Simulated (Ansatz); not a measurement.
Cu$_{2}$O (cuprite type, space group Pn-3m)

```xyz
6
Lattice="4.2991 0.0000 0.0000 0.0000 4.2991 0.0000 0.0000 0.0000 4.2991" Properties=species:S:1:pos:R:3 pbc="T T T"
Cu     3.2243     3.2243     3.2243
Cu     3.2243     1.0748     1.0748
Cu     1.0748     3.2243     1.0748
Cu     1.0748     1.0748     3.2243
O      0.0000     0.0000     0.0000
O      2.1495     2.1495     2.1495
```

The volume is varied about the relaxed value V₀ at fixed cell shape. Symmetry pins the atoms to their sites.

Calculation: PBE (plane waves to 420 eV, PAW, scalar-relativistic; Ansatz, an electronic-structure program). k mesh 8×8×8 (Γ-centred), Fermi-Dirac smearing 0.05 eV. The energy includes the smearing's −TS. Cu2O is run without spin polarisation. Cu2O was relaxed with its symmetry unable to fall. The PAW data are Ansatz's earlier set. ΔE is measured from the relaxed starting cell.

**Question.** Estimate the ΔE (meV/atom) for V/V₀ = 0.970, 0.985, 1.015, 1.030, 1.045, 1.060.

**Answer.** 
```json
[
 {"V/V₀": "0.970", "ΔE (meV/atom)": "4.4"},
 {"V/V₀": "0.985", "ΔE (meV/atom)": "1.1"},
 {"V/V₀": "1.015", "ΔE (meV/atom)": "1.0"},
 {"V/V₀": "1.030", "ΔE (meV/atom)": "3.9"},
 {"V/V₀": "1.045", "ΔE (meV/atom)": "8.6"},
 {"V/V₀": "1.060", "ΔE (meV/atom)": "14.9"}
]
```

(A scan under strain: stresses follow from slopes of the energy per volume, elastic moduli from its curvatures.)
